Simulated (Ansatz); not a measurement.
Ba (simple hexagonal, space group No. 191) at seven volumes, PBEsol in the plane-wave PAW code Ansatz, shape and atoms relaxed at each. One row is withheld.

```tsv
V (Å³/atom)	P (GPa)
51.208	0.90
52.896	0.55
54.584	0.26
56.272	0.00
57.961	-0.22
59.649	?
61.337	-0.61
```

Problem. Fit the shown pressures and predict the withheld one.

Solution. P = (3/2)B₀(x^(7/2) − x^(5/2))[1 + (3/4)(B′ − 4)(x − 1)] with x = (V₀/V)^(2/3). Least squares on the six rows gives V₀ = 56.276 Å³/atom, B₀ = 8.1 GPa, B′ = 3.31. At V = 59.649, x = 0.9619 and P = -0.43 GPa. The run itself gave -0.42 GPa.

Space group P6/mmm (simple hexagonal). The workflow started from an entry of the Crystallography Open Database (COD); the relaxed space group is not among those it files for this formula. It is not the phase usual at ambient conditions (space group No. 229). Symmetry was held in the PBEsol relaxation. At this level the phase is mechanically unstable. The volume moved by -31 % from the start of the relaxation. The volume fell by over 15 % from the filed cell, which may lack light atoms or belong to other conditions. Scalar-relativistic: spin–orbit coupling is off unless named, which matters more the heavier the elements.

Potentials: the later of the program's two PAW sets.
